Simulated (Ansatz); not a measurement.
In2GaAs3 in space group I-4m2 (No. 119; In on 4e, Ga on 2a, As on 2d, As on 4f), the program Ansatz at the PBEsol level (PAW), all energies at zero smearing, with the estimated change up to a 700 eV cutoff added, with one set of potentials and settings (totals compare only within such a set). Cell of 6 atoms (2 In, 1 Ga, 3 As): -29234.418 eV.

```
element              reference phase  E (eV/atom)
-------  ---------------------------  -----------
In       I4/mmm, 1 atoms in the cell   -5525.4106
Ga         Cmce, 4 atoms in the cell   -3743.2031
As         R-3m, 2 atoms in the cell   -4813.0241
```

Formation energy per atom, worked out: (-29234.418 − 2×(-5525.4106) − 1×(-3743.2031) − 3×(-4813.0241))/6 = -0.220 eV/atom (-21 kJ per mol of atoms), at 0 K, without zero-point energy or fitted corrections.

The first step of the workflow began from a Materials Project structure, measured or hypothetical; the Crystallography Open Database copy checked does not list it. With In and Ga taken as one species the cell has the higher symmetry F-43m, so it may be an ordered model of a mixed-site phase. Whether it is the stable phase at ambient conditions was not checked. The cell was relaxed with PBEsol under the symmetry of its start; whether a distortion lowers the energy is not shown. The references are the lowest solids computed at this level, not always the standard phases.

Potentials: the later of the program's two PAW sets.
